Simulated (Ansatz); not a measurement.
A geometry of K away from equilibrium: the start of the relaxation of a relaxed K cell, doubled along one cell vector, shaken by Gaussian noise of σ = 0.08 Å a coordinate. All values below come from PBEsol (plane waves to 420 eV, PAW, scalar-relativistic; Ansatz, a program for electronic structure). Γ-centred k-mesh 6×6×3 on the run's cell (coarser than for final values), Fermi–Dirac smearing 0.05 eV.

```xyz
6
Lattice="0.0000 4.2424 7.6414 4.0247 0.0000 7.6414 8.0494 8.4849 0.0000" Properties=species:S:1:pos:R:3 pbc="T T T"
K      0.0484     0.2195     0.0580
K      4.2133     4.0993    -0.0998
K     -0.1654     1.9323     3.8813
K      4.0275     6.4301     3.9907
K      4.0160     2.1077     3.8407
K      8.0488     6.3088     3.7916
```

Question: Which atoms carry the largest force, and which way does it point?

Answer: 0.17 eV/Å, on K3, K4 (atoms numbered as listed); on K3 its components are (0.10, 0.09, 0.10).

Question: What is the pressure?

Answer: 0.0 GPa, compression positive.

No spin polarisation in the result.

The end of the path is a generated cell of K: the first start was made by a random draw of sites in a space group, and the end was not matched to a known phase here, so it may be hypothetical. Known forms of K include space group No. 229.
